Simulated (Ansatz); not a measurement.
GdMn in the CsCl-type structure

Level of theory: DFT, r²SCAN, scalar-relativistic, collinear spin; plane waves to 500 eV with PAW datasets (Ansatz 0.2.0), 10×10×10 k-mesh, Gaussian smearing of 0.05 eV; PAW files: Ansatz's generated set soft_2.

```
CELL_PARAMETERS angstrom
3.63712 0.00000 0.00000
0.00000 3.63712 0.00000
0.00000 0.00000 3.63712
ATOMIC_POSITIONS crystal
Gd 0.00000 0.00000 0.00000
Mn 0.50000 0.50000 0.50000
```

The structure was built from a prototype; whether the compound forms in it isn't claimed.

Magnetic state: ferrimagnetic, site spin moments Gd 7.39; Mn -4.19 μB.

Cell and atoms are those of this level's equilibrium.

Path: Γ–X–M–Γ–R–X | R–M, with Γ = (0.000, 0.000, 0.000), X = (0.000, 0.500, 0.000), M = (0.500, 0.500, 0.000), R = (0.500, 0.500, 0.500) in reciprocal vectors of the calculation's cell.

Levels between -5 and 3 eV from the Fermi level at the path's named points:
```tsv
point	spin	below E_F (eV)	above E_F (eV)
Γ	up	-2.13 -2.13	1.47 1.47 1.47 2.65 2.65
Γ	down	-4.01 -4.01 -3.39 -3.39 -3.39	1.78 1.78 1.78 1.78 1.78 1.81 1.81 1.81 1.91
X	up	-3.60 -2.74 -0.27	0.34 1.55 1.55 1.67 1.67 2.02 2.26
X	down	-3.75 -3.72 -3.47 -3.47 -3.33 -2.41 -1.92	1.70 1.78 1.83 1.88 1.88 1.93 2.01 2.01 2.39 2.39
M	up	-3.33 -1.98	0.18 0.18 0.45 0.45 2.10 2.15
M	down	-4.26 -4.09 -3.69 -3.69 -2.94 -1.93	0.78 0.78 1.74 1.83 1.83 1.98 2.01 2.13 2.18 2.18
R	up	-1.82 -1.82 -1.82	0.58 0.58 0.58 2.18 2.18
R	down	-3.62 -3.62 -3.62 -2.93 -2.93 -1.21 -1.21 -1.21	0.70 1.86 1.86 1.86 1.95 1.95 1.95
```

(1) By these bands, is it a metal or an insulator, and if it has a gap, where are the band edges on this path?

Answer:

(1) A metal: bands cross the Fermi level.

Without a U the 4f levels of Gd lie too near the Fermi level, so their share of the states there, and what hangs on it, is overstated. Scalar-relativistic only: spin–orbit splittings of the heavy atoms' levels are missing. The run wasn't fully tested for a lower electronic state. Site moments are of spin, integrated over atomic spheres.
